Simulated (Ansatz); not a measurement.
Clean, relaxed (001) surface of Li, space group R-3m (No. 166) (top face towards +c; atoms held fixed, by place in the list: 1, 2):

```yaml
crystal:
  lattice:
    - [3.05692, 0.00000, 0.00000]
    - [-1.52846, 2.64737, 0.00000]
    - [0.00000, 0.00000, 26.99658]
  atoms:
    - { symbol: Li, position: [0.66667, 0.33333, 0.31485] }
    - { symbol: Li, position: [0.00000, 0.00000, 0.40745] }
    - { symbol: Li, position: [0.66667, 0.33333, 0.49825] }
    - { symbol: Li, position: [0.33333, 0.66667, 0.58880] }
    - { symbol: Li, position: [0.66667, 0.33333, 0.67603] }
```

Computed with DFT PBEsol, scalar-relativistic, plane waves, PAW in Ansatz. Plane waves to 420 eV, a k mesh through Γ of 12×12×1 on the computed 5-atom cell and Gaussian smearing (0.10 eV); no spin polarisation. A dipole correction removes the field between periodic images along c.

The adsorption energy is E(slab + adsorbate) − E(slab) − E(free adsorbate, spin-polarised where open-shell). With the adsorbate the cell is lengthened along c to keep the vacuum.

(1) B (atom) is put at the bridge (Li-Li) at (0.17, 0.83) site, one adsorbate per 8.1 Å². What structure does it relax to?

Each end is the local minimum or symmetric point that its start leads to. This isn't the usual crystal structure of Li.

The adsorbed runs have no spin polarisation, so weakly bound open-shell ends lie too high.

Answers

(1) E_ads = -3.04 eV. Contacts: B–Li 2.24 Å.

```yaml
crystal:
  lattice:
    - [3.05692, 0.00000, 0.00000]
    - [-1.52846, 2.64737, 0.00000]
    - [0.00000, 0.00000, 28.99658]
  atoms:
    - { symbol: Li, position: [0.66667, 0.33333, 0.29314] }
    - { symbol: Li, position: [0.00000, 0.00000, 0.37935] }
    - { symbol: Li, position: [0.65412, 0.34588, 0.46430] }
    - { symbol: Li, position: [0.31239, 0.68761, 0.54765] }
    - { symbol: Li, position: [0.64278, 0.35722, 0.63164] }
    - { symbol: B, position: [0.30958, 0.69042, 0.67936] }
```